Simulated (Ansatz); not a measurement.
Here is the system:

SiSe$_{2}$:
```cif
data_Se2Si
_chemical_formula_sum 'Si1 Se2'
_space_group_name_H-M_alt 'P 1'
_space_group_IT_number 1
_cell_length_a 6.83976
_cell_length_b 6.83976
_cell_length_c 6.83976
_cell_angle_alpha 29.217
_cell_angle_beta 29.217
_cell_angle_gamma 29.217
loop_
_space_group_symop_operation_xyz
  'x, y, z'
loop_
_atom_site_label
_atom_site_type_symbol
_atom_site_fract_x
_atom_site_fract_y
_atom_site_fract_z
_atom_site_occupancy
Si1 Si 0.00000 0.00000 0.00000 1
Se1 Se 0.74756 0.74756 0.74756 1
Se2 Se 0.58574 0.58574 0.58574 1
```

This is the PBE-relaxed structure.

All from plane-wave PAW PBE (Ansatz code), unless another level is named. Estimate the electronic character.

metallic (no gap).

Predict the density of states at the Fermi level.

0.41 states/eV per atom (mean over ±0.08 eV).

Predict the formation energy from the elements (no fitted shifts).

0.066 eV/atom.

Space group R3m. A made-up cell: these elements were put on the sites of a structure type; neither database checked (COD, Materials Project) lists it. COD files the formula under space group No. 72, so this cell is another polymorph or a model. Its standing as an ambient phase is unchecked. Symmetry was held in the PBE relaxation; whether a distortion lowers the energy is not shown. A crystal of weakly bound layers computed without a dispersion correction: the cell and the soft elastic constants depend strongly on that. The references are the lowest solids computed at this level, not always the standard phases. Scalar-relativistic: spin–orbit coupling is off unless named, which matters more the heavier the elements.

Potentials: the later of the program's two PAW sets.
